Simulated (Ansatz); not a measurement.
NbIr3:
```
NbIr3
1.0
    3.88144     0.00000     0.00000
    0.00000     3.88144     0.00000
    0.00000     0.00000     3.88144
Nb Ir
1 3
Cartesian
  0.00000   0.00000   0.00000
  0.00000   1.94072   1.94072
  1.94072   0.00000   1.94072
  1.94072   1.94072   0.00000
```

Relaxed with PBEsol. Special points in fractions of this cell's reciprocal vectors: Γ (0.000, 0.000, 0.000); X (0.000, 0.500, 0.000); M (0.500, 0.500, 0.000); R (0.500, 0.500, 0.500).

Problem. List the band energies nearest the Fermi level at these points for the program Ansatz at the PBEsol level (PAW).

Solution. In eV from the Fermi level; about four levels below and three above (degenerate sets whole), none deeper than 8.9 eV; points with the same levels are listed once.

```tsv
k	below	above
Γ	-3.00 -3.00 -3.00 -0.44 -0.44	1.04 1.67 1.67 1.67
X	-2.19 -1.64 -1.54 -1.54	0.03 0.25 0.25
M	-2.06 -2.06 -1.18 -1.08	0.84 0.93 0.93
R	-3.05 -3.05 -3.05 -2.56 -2.56 -0.54	0.28 0.28 0.28
```

Space group Pm-3m (Cu3Au type). The workflow started from an entry of the Crystallography Open Database (COD). Its standing as an ambient phase is unchecked. Symmetry was held in the PBEsol relaxation; its stability against distortions is not shown here. No spin polarisation was allowed. Spin–orbit coupling is left out wherever it is not named.

Potentials: the later of the program's two PAW sets.
